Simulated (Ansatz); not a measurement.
Al:
```yaml
crystal:
  lattice:
    - [2.72157, 0.00000, 0.00000]
    - [0.00000, 2.72157, 0.00000]
    - [0.00000, 0.00000, 2.72157]
  atoms:
    - { symbol: Al, position: [0.00000, 0.00000, 0.00000] }
```

Relaxed with PBE. Special points in fractions of this cell's reciprocal vectors: Γ (0.000, 0.000, 0.000); X (0.000, 0.500, 0.000); M (0.500, 0.500, 0.000); R (0.500, 0.500, 0.500).

**Question.** List the band energies nearest the Fermi level at these points for PBE in the plane-wave PAW code Ansatz.

**Answer.** In eV from the Fermi level; about four levels below and three above (degenerate sets whole), none deeper than 8.9 eV; … stands for higher levels left out; points with the same levels are listed once.

| k | below | above |
|---|---|---|
| Γ | – | 7.97 7.97 … |
| X | -5.17 -4.05 | 10.50 12.67 12.67 |
| M | -0.51 -0.51 -0.26 | 2.23 16.23 … |
| R | – | 2.90 2.90 2.90 |

Space group Pm-3m (simple cubic). A made-up cell: these elements were put on the sites of a structure type; neither database checked (COD, Materials Project) lists it. It is not the phase usual at ambient conditions (space group No. 225). The cell was relaxed with PBE under the symmetry of its start. At this level the phase is mechanically unstable.

Potentials: the later of the program's two PAW sets.
